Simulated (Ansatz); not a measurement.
**P6_3/mmc: 4 crystals compared**

All 4 crystals share space group P6_3/mmc (No. 194) and the same kinds of sites, 2 atoms in the primitive cell. They are database entries and needn't be the stable phases. The set is a selection: crystals with a Fermi surface that the mesh didn't resolve were left out. Cells are relaxed by PAW under the functional.

Quantity: Fermi-surface sums. Level: PBEsol, all-electron LAPW in Ansatz 0.2.0, scalar-relativistic.

```csv
crystal,cell (conventional),fine k mesh,smearing (eV)
Ag,"a = 2.866, c = 4.697 Å",20×20×12,0.08
Cd,"a = 2.930, c = 5.728 Å",20×20×12,0.05
Hf,"a = 3.158, c = 5.005 Å",20×20×12,0.08
Li,"a = 3.055, c = 4.995 Å",20×20×12,0.10
```

Problem. Rank them by Fermi speed, lowest first.
A. Ag
B. Cd
C. Li
D. Hf

Solution. D (0.43×10⁶ m/s), C (0.77×10⁶ m/s), A (1.29×10⁶ m/s), B (1.41×10⁶ m/s).

All values:

```json
{"crystal": "Ag", "N(E_F) (states/eV/atom)": "0.28", "ħω_p (r.m.s. of x, y, z) (eV)": "8.9", "Fermi speed (10⁶ m/s)": "1.29"}
{"crystal": "Cd", "N(E_F) (states/eV/atom)": "0.23", "ħω_p (r.m.s. of x, y, z) (eV)": "7.8", "Fermi speed (10⁶ m/s)": "1.41"}
{"crystal": "Hf", "N(E_F) (states/eV/atom)": "0.67", "ħω_p (r.m.s. of x, y, z) (eV)": "4.1", "Fermi speed (10⁶ m/s)": "0.43"}
{"crystal": "Li", "N(E_F) (states/eV/atom)": "0.50", "ħω_p (r.m.s. of x, y, z) (eV)": "6.5", "Fermi speed (10⁶ m/s)": "0.77"}
```

Known limits: these sums move with the mesh, by several per cent and more for small sheets; no spin-orbit coupling on heavy atoms (Hf).
